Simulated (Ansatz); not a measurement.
ZnS (zinc blende, F-43m), the program Ansatz at the PBEsol level (PAW): ε∞ = 6.08, cell volume 38.42 Å³. Infrared-active transverse modes:

```csv
ω_TO (cm⁻¹),oscillator strength S_xx (e²/amu)
278.7,0.1754
```

Task: Compute the static dielectric constant.

Result: Each mode adds (4.921e7/V) S/ω²: 2.89. So ε0 = 8.98.

Task: What LO frequency does the Lyddane–Sachs–Teller relation give?

Result: ω_LO = ω_TO √(ε0/ε∞) = 338 cm⁻¹.

Symmetry was held in the PBEsol relaxation.

Potentials: the earlier of the program's two PAW sets. The files were generated under PBE; for other functionals the program regenerates the frozen cores, and for LDA and PBEsol the local potential too.
